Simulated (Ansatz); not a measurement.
Given:

SiB:
Space group P6₃mc (No. 186); a = b = 3.1169 Å, c = 5.8349 Å, α = β = 90.00°, γ = 120.00°

```json
[
 {"atom": "Si", "site": "2b", "symmetry": "3m.", "x": "0.3333", "y": "0.6667", "z": "0.3557"},
 {"atom": "B", "site": "2b", "symmetry": "3m.", "x": "0.3333", "y": "0.6667", "z": "0.0193"}
]
```

This is the LDA-relaxed structure.

Question: All from LDA in the plane-wave PAW code Ansatz, unless another level is named. Estimate the electronic character.

Answer: metallic (no gap).

Question: What about the formation energy from the elements (no fitted shifts)?

Answer: 389 meV/atom.

Question: What about the density of states at the Fermi level?

Answer: 0.32 states/eV per atom (mean over ±0.08 eV).

Space group P6_3mc (wurtzite). The first step of the workflow began from a Materials Project structure, measured or hypothetical; the Crystallography Open Database copy checked does not list it. Whether it is the stable phase at ambient conditions was not checked. Symmetry was held in the LDA relaxation. At this level the phase is mechanically unstable. Its formation energy is positive at this level, so the cell may be metastable or incomplete. The references are the lowest solids computed at this level, not always the standard phases.

Potentials: the later of the program's two PAW sets.
